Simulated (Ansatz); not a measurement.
A trial cell of K was relaxed with PBEsol (plane waves to 420 eV, PAW, scalar-relativistic; Ansatz, a quantum-chemistry and plane-wave program).

Before: R-3m, hexagonal axes (No. 166), hR1; a = 6.349 Å, b = 6.349 Å, c = 6.147 Å, α = 90.00°, β = 90.00°, γ = 120.00°.

After relaxation:

Simulated powder pattern, Cu Kα1, λ = 1.54056 Å (kinematic, ideal powder, no thermal factors, no anomalous dispersion; the 24 strongest lines at most, above 1 %, up to 2θ = 90°):

| 2θ (°) | I/Imax (%) |
|---|---|
| 24.10 | 100 |
| 34.35 | 19 |
| 42.40 | 39 |
| 49.37 | 12 |
| 55.67 | 15 |
| 61.52 | 3.6 |
| 67.07 | 16 |
| 72.40 | 1.6 |
| 77.57 | 7.8 |
| 82.65 | 4.4 |
| 87.66 | 3.9 |

### Question
Identify the relaxed structure from its pattern: crystal system, space group and cell.

### Answer
Cubic, Im-3m (No. 229), cI2, bcc (W type); a = 5.217 Å, b = 5.217 Å, c = 5.217 Å, α = 90.00°, β = 90.00°, γ = 90.00°. Sites: K 2a (0.000, 0.000, 0.000).

### Question
Index the strongest lines.

### Answer
24.10° (110), 34.35° (200), 42.40° (211), 55.67° (310), 67.07° (321).

No spin polarisation in the result.

The run could not lose the symmetry of its start.
